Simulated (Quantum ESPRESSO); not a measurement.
RuGaInPd2AgW2, different elements on one site, starting from this cell

Simulated, not a measurement. The program is pw.x of Quantum ESPRESSO 7.5 (plane-wave density functional theory). The cell is made up: eight metal atoms on a hexagonal close-packed lattice, with elements, volume, strain and displacements drawn at random and not relaxed, so it may be unstable or far from any real phase. PseudoDojo standard norm-conserving files set the functional (PBE unless stated); there is no spin polarisation or spin-orbit coupling, the Fermi-Dirac width of 0.25 eV means electrons at about 2900 K, and the masses in the input are unused placeholders. Heavy elements are run without spin-orbit coupling, which real alloys of them have. A spin test at this wide smearing found no moment, but such smearing suppresses magnetism that the real alloy may have.

The runs put different elements on site 3. Cell, positions, cutoff, mesh and smearing stay as in the input of run 1; sites are counted in its order. Stress in the tables is positive in tension.

Input of run 1:

```
&control calculation='scf', pseudo_dir='./dojo.nc.sr.pbe.v0_5.standard.upf', outdir='./o', disk_io='medium', tprnfor=.true., tstress=.true. /
&system ibrav=0, nat=8, ntyp=6, nbnd=79, ecutwfc=84.00895049, nosym=.true., tot_charge=0,
 occupations='smearing', smearing='fd', degauss=0.0183746611
/
&electrons conv_thr=1.470e-08, electron_maxstep=70, mixing_beta=0.5 /
ATOMIC_SPECIES
Ag 1.0 Ag.upf
Ga 1.0 Ga.upf
In 1.0 In.upf
Pd 1.0 Pd.upf
Ru 1.0 Ru.upf
W 1.0 W.upf
CELL_PARAMETERS angstrom
-2.8861 0.0 0.0
0.0 4.9989 0.0
1.443 -2.4994 -9.5598
ATOMIC_POSITIONS angstrom
Ru 0.0347 -0.0443 -0.1151
Ga 0.0805 1.6481 -2.3216
In 0.0249 -0.0232 -4.6384
Pd -0.1249 1.5216 -7.1145
Pd -1.5279 2.5089 0.0619
Ag -1.2885 4.2502 -2.4532
W -1.3707 2.4462 -4.7919
W -1.3221 -0.6677 -7.1186
K_POINTS automatic
8 5 3 1 1 1
```

| run | elements on sites 1 to 8 | -TS (eV) | pressure (GPa) | stress xx (GPa) | stress yy (GPa) | stress zz (GPa) | stress yz (GPa) | stress xz (GPa) | stress xy (GPa) | iterations |
| --- | --- | --- | --- | --- | --- | --- | --- | --- | --- | --- |
| 1 | Ru Ga In Pd Pd Ag W W | -1.417 | -5.79 | 6.43 | 2.80 | 8.14 | -3.34 | 0.71 | -1.49 | 19 |
| 2 | Ru Ga Ti Pd Pd Ag W W | -1.697 | -11.11 | 11.53 | 8.83 | 12.97 | -1.41 | 0.95 | -1.50 | 23 |
| 3 | Ru Ga Li Pd Pd Ag W W | -1.460 | -14.23 | 15.36 | 9.16 | 18.17 | -3.23 | 0.41 | -1.37 | 19 |
| 4 | Ru Ga Mg Pd Pd Ag W W | -1.443 | -9.96 | 11.11 | 5.40 | 13.36 | -3.44 | 0.50 | -1.42 | 19 |
| 5 | Ru Ga Ag Pd Pd Ag W W | -1.434 | -10.92 | 12.07 | 6.60 | 14.08 | -2.53 | 0.73 | -1.51 | 19 |

Forces Fx Fy Fz (eV/Å):

```
site              run 1              run 2              run 3              run 4              run 5
   1    -0.03 0.87 1.17    -0.07 0.77 1.22    -0.02 0.81 1.22    -0.03 0.84 1.21    -0.01 0.80 1.22
   2     0.03 0.67 0.84     0.03 0.35 0.35     0.02 0.30 0.02     0.03 0.47 0.33     0.02 0.40 0.27
   3   0.43 -0.31 -1.08   0.25 -0.13 -1.39   0.17 -0.13 -0.25   0.32 -0.27 -0.52   0.39 -0.11 -1.09
   4    0.77 2.01 -0.32    0.79 1.93 -0.03     0.74 1.59 0.31     0.75 1.71 0.03     0.76 1.83 0.03
   5    0.35 -0.18 0.03   0.36 -0.16 -0.18   0.34 -0.18 -0.02   0.34 -0.16 -0.04    0.35 -0.18 0.00
   6   -0.38 -0.96 1.29   -0.35 -0.80 0.80  -0.24 -0.55 -0.05   -0.29 -0.73 0.52   -0.41 -0.80 0.87
   7   -0.31 0.79 -0.66   -0.22 0.49 -0.50   -0.23 0.73 -1.00   -0.29 0.86 -0.76   -0.26 0.72 -0.88
   8  -0.88 -2.89 -1.28  -0.79 -2.44 -0.26  -0.77 -2.56 -0.22  -0.83 -2.72 -0.77  -0.83 -2.66 -0.41
```

Energies are left out, as each element's file has its own zero. A rerun of one cell of this series at a higher cutoff and on a denser mesh moved values by no more than 0.008 eV in energy, 0.07 GPa in stress and 0.009 eV/Å in force, and a second program with other atomic files agreed on that cell to 2 % rms in force and 0.5 GPa in pressure.